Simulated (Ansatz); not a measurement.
Consider the following.

Starting cell, Rh (fcc, Cu type):

```
CELL_PARAMETERS angstrom
      3.83026     0.00000     0.00000
      0.00000     3.83026     0.00000
      0.00000     0.00000     3.83026
ATOMIC_POSITIONS crystal
  Rh 0.00000 0.00000 0.00000
  Rh 0.50000 0.50000 0.00000
  Rh 0.50000 0.00000 0.50000
  Rh 0.00000 0.50000 0.50000
```

In each cell atom 1 (Rh, nearest neighbour Rh at 2.708 Å; its periodic images, 3.8 Å or more away, move with it) moves by s·(1.000, 0.000, 0.000) (along Cartesian x), the rest being held.

All values below come from PBE (plane waves to 420 eV, PAW, scalar-relativistic; Ansatz, a first-principles code). k mesh 10×10×10 (Γ-centred), Fermi-Dirac smearing 0.05 eV. The energy includes the smearing's −TS. With partly filled bands, energies and forces of such displacements shift with the k mesh and the smearing. Rh is run without spin polarisation. Rh was relaxed with its symmetry unable to fall. The PAW data are Ansatz's earlier set. The zero of ΔE is the undisplaced structure.

The scan covers s from -0.540 to 0.540 Å in 11 points.

**Question.** Is the energy the same for equal positive and negative displacements?

**Answer.** Even: the same for both signs. With its periodic images moving along, the atom's site symmetry in this cell is m-3m.

**Question.** What is the force constant k = d²E/ds² of this move at s = 0?

**Answer.** 10.8 eV/Å².

(A displaced cell: forces are minus the slopes of the energy, force constants its curvatures, and phonons follow from these.)
